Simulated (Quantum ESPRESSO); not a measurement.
# Moving one atom in Ca2ZnMgO4

The results below are calculated, not measured. They come from pw.x of Quantum ESPRESSO 7.5, a plane-wave density functional program, with PseudoDojo standard norm-conserving files (v0.5 for PBE, v0.4.1 for LDA and PBEsol). The cells are made up: elements, strain and atom displacements were drawn at random, and nothing was relaxed. There is no spin polarisation, spin-orbit coupling or dispersion term.

The cell has 8 sites of a rocksalt lattice. Sites 1 to 4 hold Ca Zn Mg Ca; sites 5 to 8 hold O O O O. Cell vectors in Å: (4.646, 0.000, 0.000); (0.000, 4.646, 0.000); (0.000, 0.000, 4.646). Settings: PBE, cutoff 1143 eV, 4 x 4 x 4 k mesh shifted by half a step, Fermi-Dirac smearing of 0.025 eV.

Each run shifts the Zn atom on site 2 along z and leaves all else fixed. Site 8 is one of its nearest neighbours. E is the free energy of the cell above the lowest run shown.

| run | shift (Å) | Fz on site 2 (eV/Å) | Fz on site 8 (eV/Å) | P (GPa) | E (meV) |
| --- | --- | --- | --- | --- | --- |
| 1 | -0.1055 | 0.100 | 0.256 | -3.02 | 3.9 |
| 2 | -0.0888 | 0.075 | 0.213 | -3.07 | 2.4 |
| 3 | -0.0590 | 0.039 | 0.129 | -3.15 | 0.7 |
| 4 | -0.0299 | 0.011 | 0.039 | -3.20 | 0.0 |
| 6 | 0.0750 | -0.073 | -0.299 | -3.23 | 3.1 |
| 7 | 0.0887 | -0.087 | -0.341 | -3.21 | 4.2 |
| 5 | -0.0143 | ? | ? | ? | ? |

A rerun of one of these cells at 1437 eV and k mesh 6 x 6 x 6 moved values by no more than 0.002 eV in the cell's energy, 0.04 GPa in stress and 0.002 eV/Å in force.

## Worked fit

A parabola through the six runs shown gives Fz on site 2 = -0.019 - 0.91 u + 1.9 u² eV/Å, with u in Å and a scatter of 0.004 eV/Å. Minus the slope, 0.91 ± 0.16 eV/Å², is this atom's force constant along z at u = 0, with its periodic images moving too. The fitted force vanishes at u = -0.020 Å, where the energy should be lowest along this line. The error is the larger of the fit's own and the change that a cubic makes, rounded up.

## Withheld run

Question: what Fz on site 2 should run 5 give?

The fit gives -0.006 eV/Å. The calculation gave -0.002 eV/Å.

```
run,shift (Å),Fz on site 2 (eV/Å),Fz on site 8 (eV/Å),P (GPa),E (meV)
5,-0.0143,-0.002,-0.011,-3.22,-0.1
```